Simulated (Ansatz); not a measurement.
**Cancellation of cutoff errors in TaRe**

Theory: DFT PBEsol, scalar-relativistic, plane waves, PAW in Ansatz.

```
CELL_PARAMETERS angstrom
1.59633 -2.28932 0.00000
1.59633 2.28932 0.00000
0.00000 0.00000 4.44409
ATOMIC_POSITIONS crystal
Ta 0.50000 0.50000 0.50000
Re 0.00000 0.00000 0.00000
```

* Γ-centred k-mesh: 16×16×10
* occupation rule: Gaussian smearing, 0.1 eV
* spin treatment: unpolarised

A second cell has all atoms moved and the lattice slightly strained:

```yaml
crystal:
  lattice:
    - [1.61772, -2.26046, 0.01211]
    - [1.60274, 2.25001, 0.00193]
    - [0.01953, -0.00988, 4.51150]
  atoms:
    - { symbol: Ta, position: [0.52324, 0.50269, 0.53612] }
    - { symbol: Re, position: [0.04880, 0.99123, 0.97766] }
```

It ran on a 12×12×6 mesh, another than the first cell's, which shifts the difference by nearly the same amount at every cutoff. Both were run at several values of the cutoff; energies per atom at zero smearing, errors against the largest value (420 eV), which isn't proved converged itself.

```csv
cutoff,"error, first cell (meV)","error, second cell (meV)"
250 eV,586.96,591.51
300 eV,68.54,69.11
350 eV,7.40,7.63
```

**Question.** At the largest value the second cell lies 241.68 meV/atom above the first. What is the error of that difference at each value, and where does each quantity come within 1 meV/atom?

**Answer.** The error of the difference is the second cell's error less the first's:
```tsv
cutoff	difference (meV)	its error (meV)
250 eV	246.23	4.55
300 eV	242.25	0.57
350 eV	241.91	0.23
```

No value below the largest brings the first cell's total energy within 1 meV/atom, while the difference is there from 300 eV on. Most of the error cancels, by a factor of about 120 in the median. A missing short wave mostly misdescribes the region near each nucleus, which both cells share; what doesn't cancel comes largely from the change of volume and bonding.